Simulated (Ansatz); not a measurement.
Problem. B (diamond, Fd-3m) is relaxed with the program Ansatz at the PBEsol level (PAW). What lattice parameters of the conventional cell result?

Solution. a = 4.032 Å.

Problem. Is it a metal or does it have a gap at this level?

Solution. No gap at this level.

The start of the workflow was typed in or built on a structure type; neither database checked (COD, Materials Project) lists it. It is not the phase usual at ambient conditions (space group No. 166). Symmetry was held in the PBEsol relaxation. At this level the phase is mechanically unstable.

Potentials: the later of the program's two PAW sets.
